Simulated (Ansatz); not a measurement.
**Compressing C**

Theory: DFT r2SCAN, scalar-relativistic, plane waves, PAW (Ansatz). (500 eV cutoff, 18×18×6 k-mesh, Gaussian smearing of 0.10 eV, no spin polarisation)

Starting point, cell and atoms relaxed:

```xyz
4
Lattice="2.4558 0.0000 0.0000 -1.2279 2.1268 0.0000 0.0000 0.0000 7.0364" Properties=species:S:1:pos:R:3 pbc="T T T"
C     0.0000    0.0000    1.7591
C     0.0000    0.0000    5.2773
C     0.0000    1.4179    1.7591
C     1.2279    0.7089    5.2773
```

Cell and atoms are relaxed at each pressure within the symmetry of the start, at zero temperature, so transitions that lower the symmetry aren't seen. The k-mesh given is that at zero pressure and may differ at others. a, b and c are the lengths of the cell vectors above.

| P (GPa) | V (Å³/atom) | V/V0 | a (Å) | b (Å) | c (Å) |
| --- | --- | --- | --- | --- | --- |
| 0 | 9.19 | 1.000 | 2.456 | 2.456 | 7.036 |
| 2 | 8.64 | 0.940 | 2.452 | 2.452 | 6.638 |
| 5 | 8.19 | 0.891 | 2.446 | 2.446 | 6.321 |
| 10 | 7.73 | 0.842 | 2.438 | 2.438 | 6.009 |
| 20 | 7.18 | 0.781 | 2.423 | 2.423 | 5.645 |
| 40 | 6.53 | 0.711 | 2.398 | 2.398 | 5.242 |

(1) What bulk modulus and pressure derivative fit these points?

(2) Which cell vector or vectors give way most up to 40 GPa?

Answers

(1) A third-order Birch–Murnaghan fit gives B0 = 24 GPa and B0' = 11.6.

(2) c: the changes are a -2.3 %, b -2.3 %, c -25.5 %.